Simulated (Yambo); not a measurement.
Yambo run on Rb2NaYF6 (space group Fm-3m, No. 225). The wavefunctions come from this Quantum ESPRESSO step (PBEsol, PseudoDojo standard norm-conserving files, scalar-relativistic):

```
&CONTROL
  calculation = 'nscf'
  pseudo_dir = './pseudo'
  outdir = './out'
/
&SYSTEM
  ibrav = 0
  nat = 10
  ntyp = 4
  ecutwfc = 88.0
  ecutrho = 352.0
  occupations = 'fixed'
  force_symmorphic = .true.
  nbnd = 274
/
&ELECTRONS
  conv_thr = 1e-08
  diago_full_acc = .true.
  diago_thr_init = 1e-08
/
ATOMIC_SPECIES
F 18.9984 F.upf
Na 22.9898 Na.upf
Rb 85.4678 Rb.upf
Y 88.9058 Y.upf
CELL_PARAMETERS angstrom
  0.000000000000   4.513425000000   4.513425000000
  4.513425000000   0.000000000000   4.513425000000
  4.513425000000   4.513425000000   0.000000000000
ATOMIC_POSITIONS crystal
F   0.757500000000   0.242500000000   0.242500000000
F   0.242500000000   0.757500000000   0.757500000000
F   0.242500000000   0.757500000000   0.242500000000
F   0.757500000000   0.242500000000   0.757500000000
F   0.242500000000   0.242500000000   0.757500000000
F   0.757500000000   0.757500000000   0.242500000000
Na   0.500000000000   0.500000000000   0.500000000000
Rb   0.750000000000   0.750000000000   0.750000000000
Rb   0.250000000000   0.250000000000   0.250000000000
Y   0.000000000000   0.000000000000   0.000000000000
K_POINTS automatic
2 2 2 0 0 0
```

Yambo input:

```
rim_cut
gw0
dyson
el_el_corr
HF_and_locXC
ppa
em1d
RandQpts= 1000000
RandGvec= 1 Ry
EXXRLvcs= 88 Ry
VXCRLvcs= 352 Ry
Chimod= "HARTREE"
% BndsRnXp
 2 | 272 |
%
NGsBlkXp= 7 Ry
% LongDrXp
 1.0 | 1.0 | 1.0 |
%
PPAPntXp= 27.2114 eV
% GbndRnge
 1 | 272 |
%
GTermKind= "BG"
DysSolver= "n"
ExtendOut
% QPkrange
 1 | 1 | 40 | 41 |
 2 | 2 | 40 | 41 |
 3 | 3 | 40 | 41 |
%
```

k points by index: 1 = Γ, 2 = L, 3 = X.

The o-*.qp file then holds:

```
#    K-point    Band    Eo [eV]    E [eV]    E-Eo [eV]    Vxc [eV]    Vnlxc [eV]    Sc|Eo [eV]    Sc|E [eV]    dSc/dw|Eo [eV]    Re(Z)    Im(Z)
#
    1    40    0.000000    -2.419965    -2.419965    -22.07213    -29.83325    4.770391    5.341154    -6.417578    0.809163    -0.001185
    1    41    6.323639    7.521335    1.197696    -8.369858    -4.143392    -2.891604    -3.028770    -3.116221    0.897248    -0.618473E-3
    2    40    -0.135262    -2.587110    -2.451849    -21.78319    -29.56524    4.752317    5.330205    -6.413184    0.809269    -0.001202
    2    41    8.203942    9.847767    1.643824    -11.17769    -6.459813    -2.856359    -3.074054    -3.603514    0.883059    -0.703056E-3
    3    40    -0.010520    -2.432933    -2.422413    -22.03380    -29.78450    4.757438    5.328288    -6.412064    0.809296    -0.001186
    3    41    8.279593    10.58397    2.304379    -14.28672    -8.410104    -3.227814    -3.572243    -4.067067    0.869972    -0.744492E-3
```
(The two width columns are left out.) Convergence of these settings isn't established.

Geometry of the Materials Project entry, not relaxed at this level.
